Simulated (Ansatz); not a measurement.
Theory: Ansatz 0.2.0, DFT PBEsol, scalar-relativistic, plane waves, PAW.

Structure of CaAg₂Ge₂:

```xyz
5
Lattice="-2.1461 2.1461 5.3833 2.1461 -2.1461 5.3833 2.1461 2.1461 -5.3833" Properties=species:S:1:pos:R:3 pbc="T T T"
Ca    0.0000    0.0000    0.0000
Ag    0.0000    2.1461    2.6917
Ag    2.1461    0.0000    2.6917
Ge    0.0000    0.0000    4.1822
Ge    0.0000    0.0000    6.5845
```

Cutoff 420 eV; k points 12×12×12 on the computed 5-atom cell (Γ-centred); Gaussian smearing, width 0.10 eV; no spin polarisation.

Levels along Γ–X–P–N–Γ–M–S | S0–Γ | X–R | G–M, in eV from the Fermi level, sorted by energy at each point. Points in fractions of the primitive reciprocal vectors: Γ (0.000 0.000 0.000), X (0.000 0.000 0.500), P (0.250 0.250 0.250), N (0.000 0.500 0.000), M (0.500 0.500 -0.500), S (0.290 0.710 -0.290), S0 (-0.290 0.290 0.290), R (-0.079 0.079 0.500), G (0.500 0.500 -0.079).
| point | k (1/Å, with 2π) | band 35 | band 36 | band 37 | band 38 | band 39 | band 40 | band 41 |
| --- | --- | --- | --- | --- | --- | --- | --- | --- |
| Γ | 0.000 | -3.59 | -0.72 | -0.72 | 0.71 | 0.71 | 0.94 | 2.42 |
| - | 0.148 | -3.64 | -0.90 | -0.81 | 0.07 | 0.33 | 1.67 | 2.75 |
| - | 0.296 | -3.71 | -1.23 | -1.02 | -0.59 | -0.25 | 2.54 | 3.04 |
| - | 0.444 | -3.74 | -1.52 | -1.27 | -1.18 | -0.66 | 3.18 | 3.38 |
| - | 0.592 | -3.68 | -1.72 | -1.69 | -1.40 | -0.93 | 3.25 | 3.37 |
| - | 0.739 | -3.85 | -2.12 | -1.85 | -1.32 | -1.30 | 2.74 | 2.91 |
| - | 0.887 | -3.44 | -2.44 | -1.93 | -1.91 | -1.12 | 2.13 | 2.91 |
| X | 1.035 | -2.88 | -2.57 | -2.50 | -1.95 | -1.01 | 1.88 | 3.06 |
| - | 1.077 | -2.88 | -2.57 | -2.50 | -1.94 | -1.03 | 1.83 | 3.13 |
| - | 1.119 | -2.85 | -2.56 | -2.50 | -1.91 | -1.07 | 1.70 | 3.32 |
| - | 1.160 | -2.81 | -2.56 | -2.50 | -1.87 | -1.14 | 1.55 | 3.56 |
| - | 1.202 | -2.77 | -2.54 | -2.50 | -1.81 | -1.23 | 1.41 | 3.80 |
| - | 1.244 | -2.73 | -2.54 | -2.51 | -1.73 | -1.32 | 1.30 | 3.95 |
| - | 1.285 | -2.71 | -2.53 | -2.51 | -1.64 | -1.43 | 1.24 | 4.01 |
| P | 1.327 | -2.70 | -2.52 | -2.52 | -1.54 | -1.54 | 1.21 | 4.02 |
| - | 1.431 | -2.88 | -2.53 | -2.37 | -1.47 | -1.39 | 1.29 | 3.83 |
| - | 1.536 | -3.14 | -2.58 | -2.13 | -1.21 | -1.05 | 1.45 | 3.65 |
| - | 1.641 | -3.39 | -2.68 | -1.81 | -0.74 | -0.62 | 1.56 | 3.73 |
| - | 1.745 | -3.61 | -2.79 | -1.43 | -0.20 | -0.09 | 1.56 | 3.66 |
| - | 1.850 | -3.76 | -2.87 | -1.01 | 0.15 | 0.68 | 1.50 | 3.38 |
| - | 1.954 | -3.85 | -2.92 | -0.66 | 0.35 | 1.43 | 1.51 | 3.21 |
| N | 2.059 | -3.88 | -2.94 | -0.50 | 0.41 | 1.41 | 2.10 | 2.94 |
| - | 2.171 | -3.80 | -2.92 | -0.48 | 0.05 | 1.84 | 1.85 | 2.95 |
| - | 2.284 | -3.53 | -2.90 | -0.42 | -0.42 | 1.39 | 2.47 | 2.81 |
| - | 2.397 | -3.13 | -2.85 | -0.67 | -0.36 | 0.97 | 2.31 | 3.05 |
| - | 2.509 | -3.21 | -2.27 | -0.60 | -0.37 | 0.69 | 1.98 | 3.22 |
| - | 2.622 | -3.42 | -1.55 | -0.50 | -0.28 | 0.63 | 1.67 | 3.11 |
| - | 2.734 | -3.57 | -0.96 | -0.66 | 0.22 | 0.68 | 1.33 | 2.65 |
| Γ | 2.847 | -3.59 | -0.72 | -0.72 | 0.71 | 0.71 | 0.94 | 2.42 |
| - | 2.930 | -3.43 | -0.79 | -0.79 | 0.82 | 0.82 | 0.95 | 2.40 |
| - | 3.014 | -3.00 | -0.94 | -0.94 | 0.96 | 1.09 | 1.09 | 2.34 |
| - | 3.097 | -2.45 | -1.11 | -1.11 | 0.98 | 1.46 | 1.46 | 2.26 |
| - | 3.180 | -1.83 | -1.25 | -1.25 | 1.00 | 1.87 | 1.87 | 2.20 |
| - | 3.264 | -1.36 | -1.36 | -1.18 | 1.02 | 2.14 | 2.25 | 2.25 |
| - | 3.347 | -1.43 | -1.43 | -0.56 | 1.03 | 1.88 | 2.15 | 2.55 |
| M | 3.430 | -1.46 | -1.46 | -0.25 | 1.03 | 1.54 | 2.12 | 2.67 |
| - | 3.518 | -1.68 | -1.42 | -0.22 | 1.15 | 1.46 | 2.26 | 2.64 |
| - | 3.606 | -2.18 | -1.31 | -0.19 | 1.20 | 1.37 | 2.61 | 2.65 |
| - | 3.694 | -2.77 | -1.17 | -0.18 | 0.81 | 1.59 | 2.65 | 2.79 |
| - | 3.782 | -3.34 | -1.02 | -0.24 | 0.33 | 1.79 | 2.53 | 2.75 |
| - | 3.870 | -3.85 | -0.88 | -0.41 | -0.16 | 1.98 | 2.49 | 2.88 |
| - | 3.958 | -4.26 | -0.76 | -0.67 | -0.65 | 2.17 | 2.65 | 2.84 |
| S | 4.046 | -4.51 | -1.12 | -0.94 | -0.64 | 2.41 | 2.47 | 2.90 |
| S0 | 4.046 | -4.51 | -1.12 | -0.94 | -0.64 | 2.41 | 2.47 | 2.90 |
| - | 4.167 | -4.44 | -1.71 | -1.27 | -0.47 | 1.86 | 2.81 | 2.98 |
| - | 4.288 | -4.21 | -2.20 | -1.46 | -0.29 | 1.25 | 2.99 | 3.08 |
| - | 4.409 | -3.91 | -2.48 | -1.43 | -0.07 | 0.67 | 2.64 | 3.08 |
| - | 4.531 | -3.79 | -2.26 | -1.14 | 0.14 | 0.17 | 2.18 | 3.24 |
| - | 4.652 | -3.68 | -1.64 | -0.61 | -0.30 | 0.42 | 1.77 | 3.32 |
| - | 4.773 | -3.63 | -1.00 | -0.61 | 0.09 | 0.62 | 1.39 | 2.73 |
| Γ | 4.894 | -3.59 | -0.72 | -0.72 | 0.71 | 0.71 | 0.94 | 2.42 |
| X | 4.894 | -2.88 | -2.57 | -2.50 | -1.95 | -1.01 | 1.88 | 3.06 |
| - | 4.918 | -2.90 | -2.55 | -2.50 | -1.94 | -1.01 | 1.88 | 3.06 |
| - | 4.941 | -2.94 | -2.51 | -2.50 | -1.92 | -0.99 | 1.88 | 3.08 |
| - | 4.965 | -2.98 | -2.50 | -2.45 | -1.89 | -0.98 | 1.89 | 3.10 |
| - | 4.988 | -3.03 | -2.49 | -2.38 | -1.84 | -0.95 | 1.89 | 3.12 |
| - | 5.012 | -3.08 | -2.49 | -2.30 | -1.77 | -0.91 | 1.89 | 3.15 |
| - | 5.035 | -3.13 | -2.48 | -2.22 | -1.70 | -0.87 | 1.90 | 3.18 |
| R | 5.059 | -3.18 | -2.48 | -2.14 | -1.62 | -0.82 | 1.91 | 3.20 |
| G | 5.059 | -3.18 | -2.48 | -2.14 | -1.62 | -0.82 | 1.91 | 3.20 |
| - | 5.183 | -3.35 | -2.43 | -1.65 | -1.07 | -0.47 | 1.98 | 3.10 |
| - | 5.307 | -3.32 | -2.36 | -1.12 | -0.42 | 0.02 | 2.16 | 2.73 |
| - | 5.432 | -3.07 | -2.25 | -0.62 | 0.20 | 0.59 | 2.41 | 2.51 |
| - | 5.556 | -2.66 | -2.08 | -0.26 | 0.71 | 1.23 | 2.32 | 2.59 |
| - | 5.681 | -2.16 | -1.85 | -0.15 | 1.10 | 1.87 | 1.89 | 2.52 |
| - | 5.805 | -1.68 | -1.59 | -0.20 | 1.29 | 1.40 | 2.36 | 2.42 |
| M | 5.929 | -1.46 | -1.46 | -0.25 | 1.03 | 1.54 | 2.12 | 2.67 |

Cost: 1 run of about 3.2 core-minutes, on Arm Neoverse V1 (shared hosts).